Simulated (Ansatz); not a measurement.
Cs2WO2F4:
```
Cs2WO2F4
1.0
    5.58042     3.14066     0.00000
   -5.58042     3.14066     0.00000
   -0.22742     0.00000     5.14535
Cs W O F
2 1 2 4
Cartesian
  1.91616   3.14066   1.56464
 -2.14359   3.14066   3.58071
  0.00000   0.00000   0.00000
  3.81720   3.14066   4.20652
 -4.04463   3.14066   0.93883
  0.49471   4.90215   4.01814
 -0.72213   1.37917   1.12721
 -0.72213   4.90215   1.12721
  0.49471   1.37917   4.01814
```

Relaxed with HSE06. Special points in fractions of this cell's reciprocal vectors: Γ (0.000, 0.000, 0.000); C (0.329, 0.329, 0.000); C2 (-0.329, 0.671, 0.000); Y2 (-0.500, 0.500, 0.000); M2 (-0.500, 0.500, 0.500); D (-0.322, 0.678, 0.500); D2 (0.322, 0.322, 0.500); A (0.000, 0.000, 0.500); L2 (0.000, 0.500, 0.500); V2 (0.000, 0.500, 0.000).

Q: List the band energies nearest the valence-band maximum at these points for plane-wave PAW HSE06 (Ansatz code).

A: In eV from the valence-band maximum; about four levels below and three above (degenerate sets whole), none deeper than 8.9 eV; points with the same levels are listed once.

```
k                           below           above
--  -----------------------------  --------------
Γ         -1.16 -0.33 -0.29 -0.10  4.24 5.84 5.98
C   -1.29 -1.29 -0.46 -0.36 -0.07  4.30 5.89 5.92
Y2        -1.20 -0.36 -0.21 -0.11  4.23 5.97 6.08
M2        -1.23 -0.32 -0.27 -0.09  4.23 6.05 6.07
D         -1.25 -0.49 -0.34 -0.04  4.29 5.86 5.98
A   -1.24 -1.24 -0.37 -0.22 -0.02  4.25 5.90 5.92
L2        -1.23 -0.52 -0.35 -0.01  4.31 5.73 6.01
V2        -1.25 -0.58 -0.34 -0.06  4.32 5.73 5.97
```

Space group C2/m. The workflow started from a Materials Project entry (that database holds measured and hypothetical structures alike); the Crystallography Open Database copy checked does not list it. Whether it is the stable phase at ambient conditions was not checked. The HSE06 relaxation kept the symmetry of its start; its stability against distortions is not shown here. The run is not spin-polarised. The hybrid was solved on a coarse mesh, the path and, where they were found, the r²SCAN edge points; its band edges are the extreme levels among these. Scalar-relativistic: spin–orbit coupling is off unless named, which matters more the heavier the elements.

Potentials: the later of the program's two PAW sets.
